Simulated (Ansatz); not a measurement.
Input and command of a calculation in Ansatz (plane waves; scalar-relativistic PAW potentials unless the input names others):

```yaml
crystal:
  lattice:
    - [4.4068373936, 0.0, 0.0]
    - [0.0, 4.4068373936, 0.0]
    - [0.0, 0.0, 5.0183776538]
  atoms:
    - { symbol: Sr, position: [0.0, 0.0, 0.9007672719] }
    - { symbol: Ni, position: [0.5, 0.5, 0.6359200748] }
    - { symbol: Pt, position: [0.5, 0.5, 0.1071583548] }
    - { symbol: Pt, position: [0.0, 0.5, 0.4080771493] }
    - { symbol: Pt, position: [0.5, 0.0, 0.4080771493] }
basis:
  ecutwfc: 420
  xc_grid: 4
kpoints:
  mp_grid: { grid: [8, 8, 8] }
hamiltonian:
  xc: pbe
  hubbard: { sites: [{ species: Pt, l: d, u_eff: 8.0 }], double_counting: amf }
scf:
  occupations: { method: gaussian, width: 0.1 }
output:
  forces: true
  eigenvalues: true
  stress: true
```

```bash
ansatz run input.yaml --threads 1 --pin off --max-ram 2560MiB --backend cpu --events-out ev --progress --plain --runs-dir out
```

Abridged log:
```
Basis set: ecut = 420 eV, 1937 PW (Γ), exchange–correlation on 120×120×144 points (64 copies of the dense FFT grid, shifted against one another)
Bands: 50, of which v1, the nominal top of the filled ones, is band 41 counted from 1 (40 counted from 0)
Symmetry: 8 space group operations
k-points: 75 of 512 (time reversal used)
SCF iter   1: F=—  HF=-46969.981750 eV  |F-HF|=—  |Δ(HF+E_count)|=         —  Δρ=2.68e-1  dr2=1.07e2  ethr=3.10e-3  ⟨swp⟩=7.9  Hψ=16664  notcnv=0
SCF iter   2: F=—  HF=-46966.968204 eV  |F-HF|=—  |Δ(HF+E_count)|=    3.01e0  Δρ=5.67e-1  dr2=2.60e2  ethr=3.10e-3  ⟨swp⟩=4.0  Hψ=9212  notcnv=0  defer=176  recentre
SCF iter   3: F=—  HF=-46960.186511 eV  |F-HF|=—  |Δ(HF+E_count)|=    6.78e0  Δρ=1.92e-1  dr2=4.22e1  ethr=3.10e-3  ⟨swp⟩=4.0  Hψ=10469  notcnv=0  defer=187
SCF iter   4: F=—  HF=-46955.595718 eV  |F-HF|=—  |Δ(HF+E_count)|=    4.59e0  Δρ=7.60e-2  dr2=7.03e0  ethr=3.10e-3  ⟨swp⟩=3.0  Hψ=8036  notcnv=0  defer=202
SCF iter   5: F=—  HF=-46955.097651 eV  |F-HF|=—  |Δ(HF+E_count)|=   4.98e-1  Δρ=5.93e-2  dr2=3.00e0  ethr=3.10e-3  ⟨swp⟩=2.7  Hψ=5667  notcnv=0  defer=218
SCF iter   6: F=—  HF=-46955.180296 eV  |F-HF|=—  |Δ(HF+E_count)|=   8.26e-2  Δρ=6.69e-2  dr2=3.90e0  ethr=3.10e-3  ⟨swp⟩=1.1  Hψ=3988  notcnv=0  defer=218
SCF iter   7: F=—  HF=-46955.019233 eV  |F-HF|=—  |Δ(HF+E_count)|=   1.61e-1  Δρ=1.66e-2  dr2=2.76e-1  ethr=3.10e-3  ⟨swp⟩=2.0  Hψ=3941  notcnv=0  defer=218
SCF iter   8: F=—  HF=-46955.017057 eV  |F-HF|=—  |Δ(HF+E_count)|=   2.18e-3  Δρ=9.87e-3  dr2=9.59e-2  ethr=3.36e-4  ⟨swp⟩=1.0  Hψ=4352  notcnv=0  defer=218
SCF iter   9: F=—  HF=-46955.025953 eV  |F-HF|=—  |Δ(HF+E_count)|=   8.90e-3  Δρ=3.21e-3  dr2=1.18e-2  ethr=1.17e-4  ⟨swp⟩=1.6  Hψ=3790  notcnv=0  defer=218
SCF iter  10: F=—  HF=-46955.026053 eV  |F-HF|=—  |Δ(HF+E_count)|=   1.00e-4  Δρ=5.87e-3  dr2=2.86e-2  ethr=1.44e-5  ⟨swp⟩=2.0  Hψ=6700  notcnv=0  defer=218
SCF iter  11: F=—  HF=-46955.024444 eV  |F-HF|=—  |Δ(HF+E_count)|=   1.61e-3  Δρ=1.05e-3  dr2=5.28e-4  ethr=1.44e-5  ⟨swp⟩=2.0  Hψ=4288  notcnv=0  defer=218
SCF iter  12: F=—  HF=-46955.024401 eV  |F-HF|=—  |Δ(HF+E_count)|=   4.38e-5  Δρ=2.28e-4  dr2=2.82e-5  ethr=6.44e-7  ⟨swp⟩=2.0  Hψ=5782  notcnv=0  defer=218
SCF iter  13: F=—  HF=-46955.024402 eV  |F-HF|=—  |Δ(HF+E_count)|=   9.38e-7  Δρ=8.45e-5  dr2=6.85e-6  ethr=3.43e-8  ⟨swp⟩=2.0  Hψ=4906  notcnv=0  defer=218
SCF iter  14: F=—  HF=-46955.024402 eV  |F-HF|=—  |Δ(HF+E_count)|=   7.26e-7  Δρ=2.85e-5  dr2=7.79e-7  ethr=8.36e-9  ⟨swp⟩=2.0  Hψ=4751  notcnv=0  defer=218
SCF iter  15: F=-46955.024402 eV  HF=-46955.024402 eV  |F-HF|=3.69e-9  |Δ(HF+E_count)|=   3.99e-8  Δρ=4.95e-6  dr2=3.03e-8  ethr=1.22e-10  ⟨swp⟩=11.5  Hψ=18209  notcnv=0
SCF 1 converged in 15 iterations: F = -46955.024402 eV  dr2 = 3.03e-8
SCF converged after 15 iterations
Free energy (F): -46955.024402 eV
Harris-Foulkes:  -46955.024402 eV  (|F-HF|=3.69e-9)
Internal energy: -46955.002805 eV  (E = F + TS)
E sigma→0 (E₀):  -46955.013604 eV
Entropy (-TS):   -0.021598 eV (-4.320 meV/atom)
Fermi energy:    15.130904 eV
DFT+U double counting: amf (around mean field; hamiltonian.hubbard.double_counting)
--- Forces (eV/Å), atoms counted from 1 ---
  atom   1  Sr     0.00000000     0.00000000    -0.01259085
  atom   2  Ni     0.00000000     0.00000000     0.47914094
  atom   3  Pt     0.00000000     0.00000000    -0.28551860
  atom   4  Pt     0.00000000     0.00000000    -0.09047673
  atom   5  Pt     0.00000000     0.00000000    -0.09047673
--- Stress (GPa, compression-positive) ---
        1.237108       0.000000       0.000000
        0.000000       1.237108       0.000000
        0.000000       0.000000      -0.174354
  P = ⅓ Tr σ = 0.7666 GPa (7.666 kbar)
Occupation matrices written to <dir>
```

Apart from outputs, empty bands and the relaxation, which only the reference makes, the input differs from a reference run on usual settings in basis.xc_grid: not typed → 4; hamiltonian.hubbard: not typed → {"sites": [{"species": "Pt", "l": "d", "u_eff": 8.0}], "double_counting": "amf"}. The reference, at the same geometry, ended its own course with pressure 0.01 GPa, largest force 0.004 eV/Å, no gap on the mesh. This run converged in 15 SCF iterations with an energy at zero smearing 69.38 meV/atom below the reference's (the Hamiltonian itself differs), pressure 0.77 GPa, largest force 0.479 eV/Å, no gap on the mesh.

The run took 59 s on 1 thread of Intel(R) Xeon(R) Platinum 8259CL CPU @ 2.50GHz (Skylake/Cascade Lake), with other jobs on the host, peak memory 0.8 GiB.